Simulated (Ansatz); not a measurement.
This run works on a generated trial structure, not on a known crystal.

Input and command of a plane-wave DFT calculation in Ansatz:

```yaml
crystal:
  lattice:
    - [5.2671505975, 0.0, 0.0]
    - [0.6080342469, 5.3686218524, 0.0]
    - [1.8596215653, 1.4544508059, 5.6961511902]
  atoms:
    - { symbol: Si, position: [0.7115763449, 0.0125129642, 0.3042949176] }
    - { symbol: Si, position: [0.7199404449, 0.0170009679, 0.8192639338] }
    - { symbol: Si, position: [0.2884236551, 0.9874870358, 0.6957050824] }
    - { symbol: Si, position: [0.2800595551, 0.9829990321, 0.1807360662] }
    - { symbol: Si, position: [0.9970693236, 0.7116673716, 0.5770981079] }
    - { symbol: Si, position: [0.9971979888, 0.7042273659, 0.0788734546] }
    - { symbol: Si, position: [0.0029306764, 0.2883326284, 0.4229018921] }
    - { symbol: Si, position: [0.0028020112, 0.2957726341, 0.9211265454] }
    - { symbol: Ge, position: [0.499615329, 0.4972092675, 0.7164614539] }
    - { symbol: Ge, position: [0.500384671, 0.5027907325, 0.2835385461] }
basis:
  ecutwfc: 420
kpoints:
  mp_grid: { grid: [4, 4, 4] }
hamiltonian:
  xc: pbe
scf:
  occupations: { method: gaussian, width: 0.1 }
  lower_state_search: "off"
output:
  forces: true
  stress: true
  eigenvalues: true
relax:
  adjacent_minimum: "off"
  f_tol: 0.04
  max_steps: 70
  cell: { stress_tol: 0.4 }
```

```bash
ansatz run input.yaml --threads 1 --pin off --max-ram 2560MiB --backend cpu --events-out ev --progress --plain --runs-dir out
```

Processor: Arm Neoverse V1, 1 thread, on a host shared with other jobs.

Question: How long does it run, and how much memory does it take?

Answer: About 2.7 min, peak memory 0.5 GiB. It solves 40 bands at 36 k points (after reduction by symmetry) with about 3163 plane waves (on the last cell), in 48 SCF iterations over 9 ionic steps.
